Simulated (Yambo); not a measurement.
```xyz
2
Lattice="0.0000 2.5915 2.5915 2.5915 0.0000 2.5915 2.5915 2.5915 0.0000" Properties=species:S:1:pos:R:3 pbc="T T T"
Mg     0.0000     0.0000     0.0000
S      2.5915     2.5915     2.5915
```

MgS (rock salt, space group Fm-3m, No. 225): G0W0@PBEsol in Yambo (6×6×6 Γ-centred k mesh, bands 5 to 80 and a 10 Ry block in the screening, 80 bands in G with the Bruneval-Gonze terminator, plasmon pole fitted at 27.2 eV) on wavefunctions from Quantum ESPRESSO. With the symmetry operations that carry no fractional translation, the mesh has 16 irreducible k points, and the gap Γ → X is 4.547 eV.

Task: What changes when point-group symmetry is switched off and time reversal alone is kept?

Result: The mesh then has 112 irreducible points. The exact result doesn't change; the run gives 4.545 eV, and the difference is numerical residue, whose source wasn't traced. Rough time against the symmetric run: about 6× for the empty bands, about 6× for Yambo (3 states against 4).

Geometry relaxed with PBEsol.
